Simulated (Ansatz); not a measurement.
**Structure relaxation, Sr**

The start is a generated trial cell of Sr in the AFLOW prototype A_oC8_64_f (A11, as in Ga). The structure is fully relaxed (lattice and positions, P = 0) with r2SCAN (plane waves to 500 eV, PAW, scalar-relativistic; Ansatz, a program for electronic structure). The first steps use a coarse 6×6×5 k-mesh.

The start:
```
CELL_PARAMETERS angstrom
      3.21291    -5.44199     0.00000
      3.21291     5.44199     0.00000
      0.00000     0.00000     6.42724
ATOMIC_POSITIONS crystal
  Sr 0.34510 0.65490 0.58100
  Sr 0.65490 0.34510 0.41900
  Sr 0.84510 0.15490 0.91900
  Sr 0.15490 0.84510 0.08100
```

- Initial pressure: +2.0 GPa (positive: the cell is compressed)
- Outcome: The space group goes from Cmce (No. 64) to Fmmm (No. 69), with 2 atoms in the primitive cell
- Energy released: 0.51 eV/atom
- Volume change: +1.5 %, from 56.19 to 57.03 Å³/atom
- Optimiser moves: 19

Final values are on a 13×13×13 k-mesh of the relaxed cell. No spin polarisation in the result.

The run could not lose the symmetry of its start, so the end can be a saddle point.

The relaxed structure here is a generated cell of Sr: the first start was made by placing the elements on the sites of a structure type, and the end was not matched to a known phase here, so it may be hypothetical. Known forms of Sr include space group No. 225.
